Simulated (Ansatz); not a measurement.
A geometry of ZnSiP2 away from equilibrium: the start of the relaxation of a generated cell, ZnSiP2 built in the chalcopyrite structure type. The numbers are results of PBEsol (plane waves to 420 eV, PAW, scalar-relativistic; Ansatz, a quantum-chemistry and plane-wave program), not measurements. Γ-centred k-mesh 6×6×6 on the run's cell (coarser than for final values), Fermi–Dirac smearing 0.05 eV.

```xyz
8
Lattice="-2.6066 2.6066 5.1368 2.6066 -2.6066 5.1368 2.6066 2.6066 -5.1368" Properties=species:S:1:pos:R:3 pbc="T T T"
Zn     0.0000     2.6066     2.5684
Zn     0.0000     0.0000     0.0000
Si     2.6066     0.0000     2.5684
Si     0.0000     0.0000     5.1368
P      1.3033     1.3419    -1.2842
P      1.3033     1.2647     3.8526
P      3.8714     1.3033     1.2842
P     -1.2647     1.3033     6.4211
```

Question: What forces act on the atoms (eV/Å)?

Answer: 
| atom | Fx | Fy | Fz |
|---|---|---|---|
| Zn1 | 0.00 | 0.00 | 0.00 |
| Zn2 | 0.00 | 0.00 | 0.00 |
| Si3 | 0.00 | 0.00 | 0.00 |
| Si4 | 0.00 | 0.00 | 0.00 |
| P5 | 0.00 | 0.38 | 0.00 |
| P6 | 0.00 | -0.38 | 0.00 |
| P7 | -0.38 | 0.00 | 0.00 |
| P8 | 0.38 | 0.00 | 0.00 |

Question: What is the pressure?

Answer: +7.3 GPa, compression positive.

Question: How far above the relaxed end point is this geometry?

Answer: 0.03 eV/atom; the path ends in I-42d (No. 122) (chalcopyrite type).

No spin polarisation in the result.

The run could not lose the symmetry of its start; a randomly shaken copy of 8 atoms returns to this structure.
